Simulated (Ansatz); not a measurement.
InP (zinc blende, F-43m), PBEsol (plane waves, PAW; program Ansatz). The conduction-band minimum lies at Γ, with 1 equivalent valley. Second derivatives d²E/dk² of the lowest band at one valley (eV·Å²), along Cartesian directions:

```
direction  d²E/dk²
---------  -------
[100]        169.1
[010]        169.1
[001]        169.1
[110]        169.0
[101]        169.0
[011]        169.0
```

Question: Find the principal effective masses, the density-of-states mass and the conductivity mass.

Answer: Off-diagonal terms follow from H_xy = H[110] − (H_xx + H_yy)/2, and m*/mₑ = 7.620 eV·Å² over each eigenvalue: 0.045, 0.045, 0.045. One valley's DOS mass (m₁m₂m₃)^(1/3) = 0.045, conductivity mass 3/(Σ 1/mᵢ) = 0.045 mₑ.

Question: What effective density of states Nc follows at 300 K for parabolic valleys?

Answer: Nc = 2.509e19 × 1 × (0.045)^(3/2) ≈ 2.4e17 cm⁻³.

The cell was relaxed with PBEsol under the symmetry of its start. Scalar-relativistic: spin–orbit coupling is off unless named, which matters more the heavier the elements.

Potentials: the earlier of the program's two PAW sets. The files were generated under PBE; for other functionals the program regenerates the frozen cores, and for LDA and PBEsol the local potential too.

Edges and masses are those of Kohn–Sham bands, whose gap is no quasiparticle gap.
